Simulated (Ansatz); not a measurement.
Input:

TiPt₃:
```
CELL_PARAMETERS angstrom
      5.55165     0.00000     0.00000
     -2.77582     4.80787     0.00000
      0.00000     0.00000     9.03480
ATOMIC_POSITIONS crystal
  Ti 0.00000 0.00000 0.00000
  Ti 0.00000 0.00000 0.50000
  Ti 0.66667 0.33333 0.75000
  Ti 0.33333 0.66667 0.25000
  Pt 0.50000 0.00000 0.00000
  Pt 0.50000 0.50000 0.50000
  Pt 0.00000 0.50000 0.00000
  Pt 0.50000 0.00000 0.50000
  Pt 0.50000 0.50000 0.00000
  Pt 0.00000 0.50000 0.50000
  Pt 0.66630 0.83315 0.75000
  Pt 0.33370 0.16685 0.25000
  Pt 0.83315 0.66630 0.25000
  Pt 0.16685 0.33370 0.75000
  Pt 0.16685 0.83315 0.75000
  Pt 0.83315 0.16685 0.25000
```

This is the r²SCAN-relaxed structure.

### Question
All from DFT-r²SCAN in the program Ansatz with PAW potentials, unless another level is named. Predict the formation energy from the elements (no fitted shifts).

### Answer
-0.92 eV/atom.

### Question
Predict the density of states at the Fermi level.

### Answer
0.15 states/eV per atom (mean over ±0.08 eV).

Space group P6_3/mmc. The workflow started from a Materials Project entry (that database holds measured and hypothetical structures alike); the Crystallography Open Database copy checked does not list it. COD files the formula under space group No. 164, 221. Its standing as an ambient phase is unchecked. Symmetry was held in the r²SCAN relaxation; whether a distortion lowers the energy is not shown. No spin polarisation was allowed. The references are the lowest solids computed at this level, not always the standard phases. Scalar-relativistic: spin–orbit coupling is off unless named, which matters more the heavier the elements.

Potentials: the later of the program's two PAW sets.
